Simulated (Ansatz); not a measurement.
Magnetic orders of Ni₃BPt

Method: DFT r2SCAN, scalar-relativistic, plane waves, PAW in Ansatz.

```
Pt B Ni
1.0
     3.84004    0.00000    0.00000
     0.00000    3.84004    0.00000
     0.00000    0.00000    3.84004
Pt B Ni
1 1 3
Direct
  0.00000 0.00000 0.00000
  0.50000 0.50000 0.50000
  0.50000 0.50000 0.00000
  0.50000 0.00000 0.50000
  0.00000 0.50000 0.50000
```

```
plane-wave cutoff                               : 500 eV
Γ-centred k-mesh                                : 10×10×10
occupation rule                                 : Gaussian smearing, 0.1 eV
list of starting moments (μB, in atom order)    : 0 0 2.5 2.5 2.5
check for lower electronic states after the SCF : off
```

All runs keep this geometry, which isn't relaxed for the lowest state (largest force there 0.000 eV/Å, pressure -5.6 GPa) and needn't be a stable compound; relaxing each order can shift differences of a few meV. Spin–orbit coupling is left out, which for heavy magnetic ions can matter as much as these differences. r2SCAN tends to overstate moments in metals, so a weak moment here may be absent in the real material. Site moments are spin moments in atom-centred spheres that scale with the neighbour distance. The states are those that the runs reached from these starts; a lower one can exist. No antiferromagnetic start is among these.

**Question.** Order the starts by the energy of the state that they reach, lowest first.
A. large parallel starting moments
B. no spin

**Answer.** A (0.00 meV/atom), B (4.00 meV/atom).

```csv
start,ends,energy above lowest (meV/atom),site moments (μB),gap on mesh (eV),P (GPa)
no spin,non-magnetic,4.00,none over 0.05,metal,-6.2
large parallel starting moments,ferromagnetic,0.00,"Pt +0.24, Ni +0.28 (×3)",metal,-5.6
```

Cost: 2 runs of about 4.2 core-minutes in all, on Arm Neoverse N1 (shared hosts).